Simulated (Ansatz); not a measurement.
K2NaAlH6:
```xyz
10
Lattice="0.0000 4.0042 4.0042 4.0042 0.0000 4.0042 4.0042 4.0042 0.0000" Properties=species:S:1:pos:R:3 pbc="T T T"
K      2.0021     2.0021     2.0021
K      6.0064     6.0064     6.0064
Na     4.0042     4.0042     4.0042
Al     0.0000     0.0000     0.0000
H      4.0042     1.7698     4.0042
H      4.0042     6.2387     4.0042
H      6.2387     4.0042     4.0042
H      1.7698     4.0042     4.0042
H      4.0042     4.0042     1.7698
H      4.0042     4.0042     6.2387
```

Relaxed with PBEsol. Plane-wave PAW PBEsol (Ansatz code) gives a gap of 2.26 eV.

**Question.** What gap does HSE06 give on the same cell (Ansatz, PAW)?

**Answer.** 3.54 eV, 1.27 eV more. The hybrid was solved on a coarser mesh and at special points; its gap is the smallest among all of these.

```csv
k,v1 PBEsol,c1 PBEsol,v1 HSE06,c1 HSE06
Γ,-0.47,2.26,-0.46,3.54
X,0.00,3.42,___,___
L,-0.74,3.48,___,___
W,-0.45,4.46,___,___
K,-0.33,3.93,___,___
```

**Question.** Top valence (v1) and lowest conduction level (c1) in eV from each method's valence maximum (which need not be a listed point): supply the withheld HSE06 values.

**Answer.** 
- W, v1 HSE06: -0.46
- W, c1 HSE06: 5.84
- L, v1 HSE06: -0.75
- L, c1 HSE06: 4.81
- K, v1 HSE06: -0.33
- K, c1 HSE06: 5.28
- X, v1 HSE06: 0.00
- X, c1 HSE06: 4.76

Cost on shared cores: the PBEsol run (SCF on a 6×6×6 mesh, then bands and DOS) about 30 core-seconds (a rough figure), the HSE06 run (SCF on 4×4×4, then a few points) very roughly 2.5 core-minutes; the tasks are unlike.

Space group Fm-3m. The first step of the workflow began from a Materials Project structure, measured or hypothetical; the Crystallography Open Database copy checked does not list it. Whether it is the stable phase at ambient conditions was not checked. The cell was relaxed with PBEsol under the symmetry of its start; whether a distortion lowers the energy is not shown.

Potentials: the later of the program's two PAW sets.
